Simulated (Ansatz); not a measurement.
Computed with DFT PBE, scalar-relativistic, plane waves, PAW (Ansatz 0.2.0). Settings: cutoff 420 eV, Γ-centred meshes spaced at most about 0.3 Å⁻¹, and about 0.25 Å⁻¹ or finer for metals (2π included), Gaussian smearing. No spin polarisation in the final relaxations.

All energies are static (0 K, no zero-point motion). All come from trial cells, and lower structures may exist.

**Question.** These unrelaxed guesses for ZnCd3SO are each relaxed within their symmetry. Order them by the energy at which they end, lowest first.
A.

```xyz
6
Lattice="4.9020 0.0000 0.0000 0.0000 4.9020 0.0000 0.0000 0.0000 4.9681" Properties=species:S:1:pos:R:3 pbc="T T T"
Zn    2.4510    2.4510    0.0000
Cd    2.4510    0.0000    0.0000
Cd    0.0000    2.4510    0.0000
Cd    0.0000    0.0000    0.0000
S     2.4510    2.4510    2.4840
O     0.0000    0.0000    2.4840
```

B.

```xyz
6
Lattice="4.2192 0.0000 0.0000 -2.1096 3.6540 0.0000 0.0000 0.0000 7.5491" Properties=species:S:1:pos:R:3 pbc="T T T"
Zn    0.0000    0.0000    6.5077
Cd    0.0000    0.0000    0.9732
Cd    0.0000    2.4360    2.0362
Cd    2.1096    1.2180    2.0362
S     0.0000    0.0000    4.1903
O     0.0000    0.0000    2.4455
```

C.

```xyz
6
Lattice="4.0687 0.0000 0.0000 0.0000 4.0687 0.0000 0.0000 0.0000 8.2778" Properties=species:S:1:pos:R:3 pbc="T T T"
Zn    2.0344    2.0344    0.0000
Cd    2.0344    2.0344    2.2273
Cd    2.0344    2.0344    6.0505
Cd    0.0000    0.0000    0.0000
S     2.0344    2.0344    4.1389
O     0.0000    0.0000    4.1389
```

D.

```xyz
6
Lattice="5.2482 0.0000 0.0000 0.0000 5.2482 0.0000 0.0000 0.0000 5.2792" Properties=species:S:1:pos:R:3 pbc="T T T"
Zn    0.0000    0.0000    2.6396
Cd    0.0000    2.6241    2.6396
Cd    2.6241    0.0000    2.6396
Cd    0.0000    0.0000    0.0000
S     2.6241    2.6241    2.6396
O     2.6241    2.6241    0.0000
```

**Answer.** A (ends in P4/mmm, 0 meV/atom), B (ends in P6mm, 183 meV/atom), D (ends in P4/mmm, 0.36 eV/atom), C (ends in P4/mmm, 0.40 eV/atom). Even the lowest end lies +0.05 eV/atom against the elements.

A magnetic state wasn't ruled out in cells without spin, among them P4/mmm at 26.0 Å³/atom, P4/mmm at 22.2 Å³/atom. Cells relaxed within their symmetry can be saddle points. Some candidate types were left out of the draw beforehand, so a known form may be missing.
